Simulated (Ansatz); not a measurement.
## Computed properties of MgTe

MgTe:
```
CELL_PARAMETERS angstrom
      3.66799     0.00000     0.00000
      0.00000     3.66799     0.00000
      0.00000     0.00000     3.66799
ATOMIC_POSITIONS crystal
  Mg 0.00000 0.00000 0.00000
  Te 0.50000 0.50000 0.50000
```

Space group Pm-3m (No. 221), CsCl type; conventional cell a = b = c = 3.6680 Å, α = β = γ = 90.00°.

Method: plane-wave PAW PBEsol (Ansatz code). Structure relaxed to zero pressure with the same functional. Other levels are named where they apply.

### Cell and energy

```json
{
 "volume_per_atom": "24.67 Å³",
 "density": "5.11 g/cm³",
 "Formation energy from the elements (no fitted shifts)": "-37 kJ/mol of atoms"
}
```

### Electronic structure

```json
{
  "electronic_character": "metallic (no gap)",
  "Density of states at the Fermi level": "0.56 states/eV per atom (mean over ±0.08 eV)"
}
```

### Mechanics

```json
{
  "Bulk modulus (Birch–Murnaghan fit)": "49.7 GPa",
  "Pressure derivative B′": "3.8",
  "Elastic constants (relaxed ions, GPa)": "C11 = 63.4, C12 = 41.8, C44 = -0.3",
  "mechanical_stability": "marginal (the smallest eigenvalue of C is near zero)"
}
```

### Phonons

```json
{
 "highest_zone_centre_frequency": "83 cm⁻¹",
 "zone_centre_stability": "no imaginary mode at Γ",
 "dynamical_stability_on_the_path": "unstable, down to 160i cm⁻¹"
}
```

The cell is a constructed one: a structure type filled with these elements; neither database checked (COD, Materials Project) lists it. COD files the formula under space group No. 186, so this cell is another polymorph or a model. Whether it is the stable phase at ambient conditions was not checked. The PBEsol relaxation kept the symmetry of its start. As this level gives no gap, shear constants depend on the k-mesh and smearing (Fermi–Dirac, 0.1 eV here). As this level gives no gap, phonon frequencies hold no LO–TO term and depend on the k-mesh and smearing (Fermi–Dirac, 0.1 eV here). The references are the lowest solids computed at this level, not always the standard phases. Spin–orbit coupling is left out wherever it is not named.

Potentials: the later of the program's two PAW sets.
